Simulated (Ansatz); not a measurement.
Here is the system:

B:
```cif
data_B2
_chemical_formula_sum 'B2'
_space_group_name_H-M_alt 'P 1'
_space_group_IT_number 1
_cell_length_a 2.85068
_cell_length_b 2.85068
_cell_length_c 2.85068
_cell_angle_alpha 60.000
_cell_angle_beta 60.000
_cell_angle_gamma 60.000
loop_
_space_group_symop_operation_xyz
  'x, y, z'
loop_
_atom_site_label
_atom_site_type_symbol
_atom_site_fract_x
_atom_site_fract_y
_atom_site_fract_z
_atom_site_occupancy
B1 B 0.00000 0.00000 0.00000 1
B2 B 0.25000 0.25000 0.25000 1
```

This is the PBEsol-relaxed structure.

Q: All from DFT-PBEsol in the program Ansatz with PAW potentials, unless another level is named. Predict the bulk modulus (Birch–Murnaghan fit).

A: 183 GPa.

Q: What about the highest zone-centre frequency?

A: 71.2 meV.

Space group Fd-3m (diamond). The start of the workflow was typed in or built on a structure type; neither database checked (COD, Materials Project) lists it. It is not the phase usual at ambient conditions (space group No. 166). Symmetry was held in the PBEsol relaxation. At this level the phase is mechanically unstable.

Potentials: the earlier of the program's two PAW sets. The files were generated under PBE; for other functionals the program regenerates the frozen cores, and for LDA and PBEsol the local potential too.
